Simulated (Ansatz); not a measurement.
# Time and memory for Bi2Te3

```yaml
crystal:
  lattice:
    - [2.193, 1.2661291403, 10.1656666667]
    - [-2.193, 1.2661291403, 10.1656666667]
    - [0.0, -2.5322582807, 10.1656666667]
  atoms:
    - { symbol: Bi, position: [0.3999813027, 0.3999813027, 0.3999813027] }
    - { symbol: Bi, position: [0.6000186973, 0.6000186973, 0.6000186973] }
    - { symbol: Te, position: [0.0, 0.0, 0.0] }
    - { symbol: Te, position: [0.2097944549, 0.2097944549, 0.2097944549] }
    - { symbol: Te, position: [0.7902055451, 0.7902055451, 0.7902055451] }
kpoints:
  mp_grid: { grid: [12, 12, 12] }
scf:
  occupations: { method: fermi_dirac, width: 0.02 }
hamiltonian:
  xc: r2scan
  pseudopotentials: { kind: paw }
output:
  forces: true
  stress: true
  populations: true
  efg: { quadrupole_moments_barn: { Bi: -0.516 }, contact_densities: true }
```

```sh
ansatz run input.yaml --threads 1 --pin off --max-ram 3072MiB --backend cpu --events-out ev --progress --plain --runs-dir out
```

It runs on 1 thread of Intel Xeon Platinum 8259CL CPU @ 2.50GHz (Skylake/Cascade Lake) (x86_64; 16 cores open to the job, memory cap 3.0 GiB, no GPU), a shared host with a load of 0.4 a core.

Question: How much time and memory should be set aside?

Answer: About 3.2 min of wall time (3.1 min of CPU time) and 1.6 GiB. The run holds 78 valence electrons in 47 bands, about 4261 plane waves a k-point and 189 irreducible k-points, and took 7 SCF iterations. Times on a shared host vary by tens of per cent.
